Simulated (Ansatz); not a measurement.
Zr2N2O:
```yaml
crystal:
  lattice:
    - [6.77881, 1.63970, 0.00000]
    - [-6.77881, 1.63970, 0.00000]
    - [-1.46676, 0.00000, 8.05993]
  atoms:
    - { symbol: Zr, position: [0.03138, 0.96862, 0.80756] }
    - { symbol: Zr, position: [0.96862, 0.03138, 0.19244] }
    - { symbol: Zr, position: [0.62974, 0.37026, 0.47444] }
    - { symbol: Zr, position: [0.37026, 0.62974, 0.52556] }
    - { symbol: Zr, position: [0.69441, 0.30559, 0.13148] }
    - { symbol: Zr, position: [0.30559, 0.69441, 0.86852] }
    - { symbol: N, position: [0.53437, 0.46563, 0.65608] }
    - { symbol: N, position: [0.46563, 0.53437, 0.34392] }
    - { symbol: N, position: [0.17241, 0.82759, 0.96622] }
    - { symbol: N, position: [0.82759, 0.17241, 0.03378] }
    - { symbol: N, position: [0.12671, 0.87329, 0.28718] }
    - { symbol: N, position: [0.87329, 0.12671, 0.71282] }
    - { symbol: O, position: [0.20984, 0.79016, 0.61947] }
    - { symbol: O, position: [0.79016, 0.20984, 0.38053] }
    - { symbol: O, position: [0.50000, 0.50000, 0.00000] }
```

This is the PBEsol-relaxed structure. Tensor components refer to the Cartesian frame of this cell.

### Question
All from DFT-PBEsol in the program Ansatz with PAW potentials, unless another level is named. Give the bulk modulus (Birch–Murnaghan fit).

### Answer
215 GPa.

### Question
And the elastic constants (relaxed ions, GPa)?

### Answer
C11 = 276, C22 = 402, C33 = 432, C12 = 163, C13 = 166, C23 = 134, C44 = 47.4, C55 = 120, C66 = 127, C15 = 7.7, C25 = 18.3, C35 = -16.2, C46 = 16.3.

Space group C2/m. The workflow started from a Materials Project entry (that database holds measured and hypothetical structures alike); the Crystallography Open Database copy checked does not list it. Its standing as an ambient phase is unchecked. Symmetry was held in the PBEsol relaxation; its stability against distortions is not shown here. The run is not spin-polarised.

Potentials: the later of the program's two PAW sets.
